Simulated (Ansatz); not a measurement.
SnRu3C:
```
CELL_PARAMETERS angstrom
      4.06627     0.00000     0.00000
      0.00000     4.06627     0.00000
      0.00000     0.00000     4.06627
ATOMIC_POSITIONS crystal
  Sn 0.00000 0.00000 0.00000
  Ru 0.00000 0.50000 0.50000
  Ru 0.50000 0.00000 0.50000
  Ru 0.50000 0.50000 0.00000
  C  0.50000 0.50000 0.50000
```

Relaxed with r²SCAN. Special points in fractions of this cell's reciprocal vectors: Γ (0.000, 0.000, 0.000); X (0.000, 0.500, 0.000); M (0.500, 0.500, 0.000); R (0.500, 0.500, 0.500).

Q: List the band energies nearest the Fermi level at these points for plane-wave PAW r²SCAN (Ansatz code).

A: In eV from the Fermi level; about four levels below and three above (degenerate sets whole), none deeper than 8.9 eV; points with the same levels are listed once.

```csv
k,below,above
Γ,-1.25 -1.25 -1.25 -0.94 -0.94,1.04 1.13 1.13 1.13
X,-1.37 -1.37 -1.16 -0.38,1.13 1.41 1.41
M,-1.22 -0.86 -0.60 -0.29,1.61 1.61 2.65
R,-2.61 -2.61 -2.61 -0.64 -0.64,0.86 0.86 0.86
```

Space group Pm-3m (anti-perovskite). The start of the workflow was typed in or built on a structure type; neither database checked (COD, Materials Project) lists it. Its standing as an ambient phase is unchecked. The r²SCAN relaxation kept the symmetry of its start; whether a distortion lowers the energy is not shown. The run is not spin-polarised. Spin–orbit coupling is left out wherever it is not named.

Potentials: the later of the program's two PAW sets.
